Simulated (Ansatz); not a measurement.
**LaRe (CsCl-type structure)**

Method: r²SCAN, scalar-relativistic; no spin polarisation; PAW, 500 eV, 10×10×10 k-mesh, Gaussian smearing of 0.05 eV; code Ansatz; PAW files: Ansatz's generated set soft_2.

```
La Re
1.0
     3.57335    0.00000    0.00000
     0.00000    3.57335    0.00000
     0.00000    0.00000    3.57335
La Re
1 1
Direct
  0.00000 0.00000 0.00000
  0.50000 0.50000 0.50000
```

The structure was built from a prototype; whether the compound forms in it isn't claimed.

Q: Which orbitals carry the states at the Fermi level, and how many states are there?

A: Within 0.1 eV of it: Re 5d 77 % (shares among the projected shells; no valence p shell of Re is among them). The density of states at the Fermi level is about 3.6 states/eV per cell, averaged over 0.3 eV.

Density of states (tetrahedra, averaged over 0.5 eV; states/eV per cell of 2 atoms; energy in eV from the Fermi level):

| E (eV) | DOS |
| --- | --- |
| -5.10 | 0.0 |
| -4.60 | 0.1 |
| -4.10 | 0.4 |
| -3.60 | 0.8 |
| -3.10 | 1.6 |
| -2.60 | 1.6 |
| -2.10 | 2.2 |
| -1.60 | 4.3 |
| -1.10 | 2.5 |
| -0.60 | 3.2 |
| -0.10 | 4.4 |
| 0.40 | 1.5 |
| 0.90 | 0.9 |
| 1.40 | 0.8 |
| 1.90 | 1.5 |
| 2.40 | 2.3 |
| 2.90 | 3.0 |
| 3.40 | 3.9 |
| 3.90 | 7.4 |
| 4.40 | 16.0 |
| 4.90 | 4.1 |
| 5.40 | 1.9 |
| 5.90 | 1.0 |

Spin–orbit coupling, which matters for such heavy elements, is left out.
